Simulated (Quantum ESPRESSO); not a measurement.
Bi2Se3: field gradients at the nuclei

```xyz
5
Lattice="2.0957 1.2099 9.9762 -2.0957 1.2099 9.9762 0.0000 -2.4199 9.9762" Properties=species:S:1:pos:R:3 pbc="T T T"
Bi     0.0000     0.0000    11.9248
Bi     0.0000     0.0000    18.0039
Se     0.0000     0.0000     0.0000
Se     0.0000     0.0000     6.4561
Se     0.0000     0.0000    23.4726
```
The geometry is a computed Materials Project entry, not a measured one. It is Bi2Se3 in R-3m. Stability against distortions was not tested.

Computed: field gradients by a PBE PAW density (pw.x of a modified build of Quantum ESPRESSO, JTH datasets) with the all-electron reconstruction of Petrilli and co-workers, 20 Ha, k-mesh 6×6×6 through Γ.

| site | site symmetry | Vzz (10²¹ V/m²) | η_Q | ∣C_Q∣ (MHz) |
|---|---|---|---|---|
| Bi (atoms 1, 2) | 3m | 0.49 | 0.00 | 6.12 (²⁰⁹Bi) |
| Se1 (atom 3) | -3m | 7.28 | 0.00 | – |
| Se2 (atoms 4, 5) | 3m | -2.14 | 0.00 | – |

Quadrupole moments taken as inputs (sizes, barn, from the tables of PySCF and pymatgen): ²⁰⁹Bi 0.516.

Principal values are ordered |Vxx| ≤ |Vyy| ≤ |Vzz|, η = (Vxx − Vyy)/Vzz, and C_Q = eQVzz/h is given by its size. Cores are frozen. Bi, Se had no test against all-electron runs. Spin–orbit coupling is left out, a limit on Bi.
